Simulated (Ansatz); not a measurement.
**All-electron card of LaPb$_{3}$**

```
La Pb
1.0
     4.90600    0.00000    0.00000
     0.00000    4.90600    0.00000
     0.00000    0.00000    4.90600
La Pb
1 3
Direct
  0.00000 0.00000 0.00000
  0.00000 0.50000 0.50000
  0.50000 0.00000 0.50000
  0.50000 0.50000 0.00000
```

Atom numbers follow the list: La1, Pb2, Pb3, Pb4.

The cell is COD entry 1538830, as deposited and not checked against the literature; nothing was relaxed.

No spin–orbit coupling, which matters for the heavy atoms here.

Levels of theory: DFT, PBEsol, all-electron LAPW, scalar-relativistic (Ansatz 0.2.0); DFT, PBEsol, PAW with Ansatz's default frozen-core files, scalar-relativistic (Ansatz 0.2.0).

For LAPW: a Γ-centred 7×7×7 k mesh, Fermi–Dirac smearing of 0.05 eV, basis error target 1 meV/atom, no spin polarisation. PAW takes a cutoff of 420 eV at this cell (files made with PBE, cores remade for this functional). The Ansatz runs share mesh, smearing and spin set-up. Values come from LAPW unless marked.

```yaml
Pressure_at_this_cell: -8.2 kbar
Band_gap: "none: with an odd electron count and no spin polarisation the bands can't all be full, a metal in this set-up (in compounds, spin order or a distortion in a larger cell can open a gap)"
Density_of_states_at_the_Fermi_level_0.2_eV_bin: 2.56 states/eV per cell
Löwdin_charges_with_0.06_e_of_the_cell_spilling_out_of_the_atomic_basis_so_their_sizes_and_signs_hang_on_that_basis: La1 0.20, Pb2 -0.04 e
Bader_charges_from_the_PAW_run: La1 +1.20, Pb2 -0.40 e
Volume_per_atom: 29.52 Å³
```
